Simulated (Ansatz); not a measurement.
# GaRuC4N4: start and end of a relaxation

The guess for GaRuC4N4 was made by a generator: stacked square cyanide-bridged sheets (P4/mmm, No. 123). Its size is a rough estimate.

start.cif

```cif
data_structure
_symmetry_space_group_name_H-M 'P4/mmm'
_symmetry_Int_Tables_number 123
_cell_length_a 7.1432
_cell_length_b 7.1432
_cell_length_c 3.5878
_cell_angle_alpha 90.000
_cell_angle_beta 90.000
_cell_angle_gamma 90.000
_cell_volume 183.07
loop_
_atom_site_label
_atom_site_type_symbol
_atom_site_symmetry_multiplicity
_atom_site_Wyckoff_symbol
_atom_site_fract_x
_atom_site_fract_y
_atom_site_fract_z
_atom_site_occupancy
Ga1 Ga 1 a 0.00000 0.00000 0.00000 1
Ru1 Ru 1 c 0.50000 0.50000 0.00000 1
C1 C 4 j 0.18769 0.81231 0.00000 1
N1 N 4 j 0.30350 0.69650 0.00000 1
```

Computed with Ansatz, DFT PBE, scalar-relativistic, plane waves, PAW. Cutoff 420 eV, Gaussian smearing, Γ-centred meshes. Cell and atoms relax first on a coarse mesh and then on a finer one. In between, the cell is made exact in the group found at 0.06 Å. In metals the finer mesh still leaves noise of several meV/atom or more. The steps can't lower the symmetry of their start. Collinear spin, starting moments Ru 1.0 μB.

end.cif

```cif
data_structure
_symmetry_space_group_name_H-M 'P4/mmm'
_symmetry_Int_Tables_number 123
_cell_length_a 7.3203
_cell_length_b 7.3203
_cell_length_c 3.1282
_cell_angle_alpha 90.000
_cell_angle_beta 90.000
_cell_angle_gamma 90.000
_cell_volume 167.63
loop_
_atom_site_label
_atom_site_type_symbol
_atom_site_symmetry_multiplicity
_atom_site_Wyckoff_symbol
_atom_site_fract_x
_atom_site_fract_y
_atom_site_fract_z
_atom_site_occupancy
Ga1 Ga 1 a 0.00000 0.00000 0.00000 1
Ru1 Ru 1 c 0.50000 0.50000 0.00000 1
C1 C 4 j 0.19643 0.80357 0.00000 1
N1 N 4 j 0.30936 0.69064 0.00000 1
```

The symmetry stays P4/mmm (No. 123). The volume per atom shrinks by 8.4 %, from 18.3 to 16.8 Å³. The shortest distance stays 1.17 Å (C–N). The ratio c/a of the conventional cell changes by a factor of 0.85.

```yaml
Volume_per_atom: 16.76 Å³
Density: 2.72 g/cm³
Energy_over_the_elements: +0.57 eV/atom
Gap_on_the_6×6×12_mesh_of_the_10-atom_cell: 0 eV (a metal)
Net_moment_per_atom: 0.09 μB
Moment_by_site: Ru 0.6 μB
```

The zero of energy is the elements' standard structures at the same level (N₂ as a molecule); no fitted shifts are applied. The separate elements lie lower, so it is unstable against them.

The last run used collinear spin and Gaussian smearing of 0.10 eV. The reference form of C is held partly by dispersion forces, which this level lacks. The magnetic state reached may not be the lowest. A structure relaxed within its symmetry needn't be a true minimum. In all, the 3 runs took 4.4 min on 1 thread of AMD EPYC 9R45 96-Core Processor (Zen 5) (shared host).
